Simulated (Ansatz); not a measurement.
Ni (fcc (Cu type), Fm-3m) under volume change, the program Ansatz at the r²SCAN+D4 level (PAW), scaled uniformly.

```json
[
 {"V (Å³/atom)": "9.487", "E − E(relaxed) (meV/atom)": "70.1", "P (GPa)": "26.36"},
 {"V (Å³/atom)": "9.800", "E − E(relaxed) (meV/atom)": "29.2", "P (GPa)": "15.89"},
 {"V (Å³/atom)": "10.113", "E − E(relaxed) (meV/atom)": "…", "P (GPa)": "…"},
 {"V (Å³/atom)": "10.426", "E − E(relaxed) (meV/atom)": "0.0", "P (GPa)": "0.00"},
 {"V (Å³/atom)": "10.738", "E − E(relaxed) (meV/atom)": "6.2", "P (GPa)": "-6.14"},
 {"V (Å³/atom)": "11.051", "E − E(relaxed) (meV/atom)": "23.3", "P (GPa)": "-11.32"},
 {"V (Å³/atom)": "11.364", "E − E(relaxed) (meV/atom)": "…", "P (GPa)": "…"}
]
```

Fill in the missing entries.


- 10.113, E − E(relaxed) (meV/atom): 6.9
- 10.113, P (GPa): 7.24
- 11.364, E − E(relaxed) (meV/atom): 49.8
- 11.364, P (GPa): -15.67

What does a third-order Birch–Murnaghan fit give for V₀, B₀ and B′?

V₀ = 10.42 Å³/atom, B₀ = 223 GPa, B′ = 4.8.

The cell was relaxed with r²SCAN+D4 under the symmetry of its start. Spin order of the final state: ferromagnetic, chosen from 3 collinear starts compared on coarse meshes (ties went to the first, and starts can fall back to one state), not a proven ground state. Textbook magnetic order: ferromagnetic. Other orbital occupations within this spin state were not tried. The pairwise dispersion correction was not fitted to metals.

Potentials: the later of the program's two PAW sets.
